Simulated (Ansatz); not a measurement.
Relaxed-ion elastic tensor of MgTe (rock salt, Fm-3m) in GPa (Voigt order), LDA (plane waves, PAW; program Ansatz); density 5.05 g/cm³, 24.97 Å³ per atom.

```
      1     2     3     4     5     6
-  ----  ----  ----  ----  ----  ----
1   106  26.9  26.9   0.0   0.0   0.0
2  26.9   106  26.9   0.0   0.0   0.0
3  26.9  26.9   106   0.0   0.0   0.0
4   0.0   0.0   0.0  32.7   0.0   0.0
5   0.0   0.0   0.0   0.0  32.7   0.0
6   0.0   0.0   0.0   0.0   0.0  32.7
```

Q: Is the crystal mechanically stable?

A: Yes: the smallest eigenvalue of C is 32.7 GPa.

Q: Work out the Voigt, Reuss and Hill averages.

A: K_V = 53.1, K_R = 53.1, K_H = 53.1; G_V = 35.4, G_R = 35.1, G_H = 35.2 GPa.

Q: Give Young's modulus, Poisson's ratio, Pugh's ratio and the universal anisotropy index.

A: E = 9KG/(3K + G) = 86.5 GPa; ν = 0.23; K/G = 1.51 (brittle by the Pugh limit of 1.75); A_U = 5G_V/G_R + K_V/K_R − 6 = 0.04.

Q: Estimate the sound speeds and the Debye temperature.

A: v_l = √((K + 4G/3)/ρ) = 4450 m/s, v_t = √(G/ρ) = 2640 m/s, mean 2920 m/s; Θ = (h/k)(3n/4πV)^(1/3) v_m = 298 K.

Q: Give the Zener ratio and Young's modulus along [100], [110] and [111].

A: A = 2C44/(C11 − C12) = 0.83; 1/E = S11 − 2(S11 − S12 − S44/2)Γ with Γ = 0, 1/4, 1/3 gives 94.8, 84.3, 81.3 GPa.

Q: Solve the Christoffel equation for the three sound speeds along [100], [110], [111].

A: Eigenvalues of C_ijkl n_j n_l equal ρv². In km/s, slowest first: [100] 2.54, 2.54, 4.57; [110] 2.54, 2.79, 4.43; [111] 2.71, 2.71, 4.38.

The workflow started from a Materials Project entry (that database holds measured and hypothetical structures alike); the Crystallography Open Database copy checked does not list it. COD files the formula under space group No. 186, so this cell is another polymorph or a model. Its standing as an ambient phase is unchecked. The cell was relaxed with LDA under the symmetry of its start; of distortions, only those at the zone centre were tested. Scalar-relativistic: spin–orbit coupling is off unless named, which matters more the heavier the elements.

Potentials: the later of the program's two PAW sets.
